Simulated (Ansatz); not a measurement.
# Al: pressure against volume

Al, Im-3m, a = 3.189 Å. This isn't the element's structure at ambient conditions. Ansatz: r2SCAN, PAW, 500 eV, Γ-centred 18×18×18 mesh on 1 atom, Gaussian smearing 0.10 eV; no spin polarisation. Symmetry fixes shape and atoms, so the cell is only scaled; pressure is positive in compression.

| V (Å³/atom) | P (GPa) |
| --- | --- |
| 14.266 | ? |
| 14.753 | 9.46 |
| 15.239 | 5.76 |
| 15.725 | 2.63 |
| 16.212 | -0.02 |
| 16.698 | -2.26 |
| 17.184 | -4.18 |
| 17.833 | -6.33 |

**Question.** Take V0 = 16.212 Å³/atom, count pressures from its P0 = -0.02 GPa, fit the third-order Birch–Murnaghan form to the other rows, and predict the missing pressure.

**Answer.** With the Eulerian strain f = ½[(V0/V)^(2/3) − 1] and y = (P − P0)/[3f(1 + 2f)^(5/2)], the form is the line y = B0 + 1.5 B0 (B0′ − 4) f. Rows (f, y): 0.03244, 83.2; 0.02106, 82.5; 0.01027, 81.7; -0.00975, 80.4; -0.01904, 80.3; -0.03078, 80.1. Means f = 0.0007000, y = 81.367; Σ(Δf)² = 0.003003, ΣΔfΔy = 0.1555; the slope is their ratio. y = 81.33 + 51.77 f GPa, so B0 = 81.3 GPa and B0′ = 4 + 2 × (51.77)/(3 × 81.33) = 4.42. At V = 14.266, f = 0.04449, y = 83.63 and P = 13.79 GPa. The run gave 13.81 GPa, so the fit is 0.02 GPa too low, within twice the rms miss on the fitted rows (0.02 GPa).